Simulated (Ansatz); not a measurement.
A geometry of TiC away from equilibrium: step 4 of the relaxation of a relaxed TiC cell displaced along its unstable phonon at q = Γ (244i cm⁻¹), largest move 0.15 Å. Level of theory: PBE (plane waves to 420 eV, PAW, scalar-relativistic; Ansatz, a first-principles code). Γ-centred k-mesh 7×7×11 on the run's cell (coarser than for final values), Fermi–Dirac smearing 0.05 eV. The plane waves were selected for a different cell earlier on the path.

```
TiC
1.0
    5.37059     0.00000     0.00000
   -2.68530     4.70816     0.00000
    0.00000     0.00000     2.95617
Ti C
3 3
Cartesian
  0.00000   4.68556   0.00000
  1.25046   2.16409   0.00000
  4.12013   2.16409   0.00000
  0.00000   0.49723   0.00000
  0.00000   3.17960   1.47809
  2.68530   1.59070   1.47809
```

Question: Give the Cartesian forces on all atoms (eV/Å).

Answer: 
```json
[
 {"atom": "Ti1", "Fx": "0.00", "Fy": "-0.93", "Fz": "0.00"},
 {"atom": "Ti2", "Fx": "0.67", "Fy": "0.11", "Fz": "0.00"},
 {"atom": "Ti3", "Fx": "-0.67", "Fy": "0.11", "Fz": "0.00"},
 {"atom": "C4", "Fx": "0.00", "Fy": "0.02", "Fz": "0.00"},
 {"atom": "C5", "Fx": "0.00", "Fy": "0.73", "Fz": "0.00"},
 {"atom": "C6", "Fx": "0.00", "Fy": "-0.04", "Fz": "0.00"}
]
```

The path ends in Amm2 (No. 38). No spin polarisation in the result.

The run could not lose the symmetry of its start: the end is stationary, and may be a saddle point rather than a minimum.

The end of the path is a generated cell of TiC: the first start was made by placing the elements on the sites of a structure type, and the end was not matched to a known phase here, so it may be hypothetical. Known forms of TiC include space group No. 225.
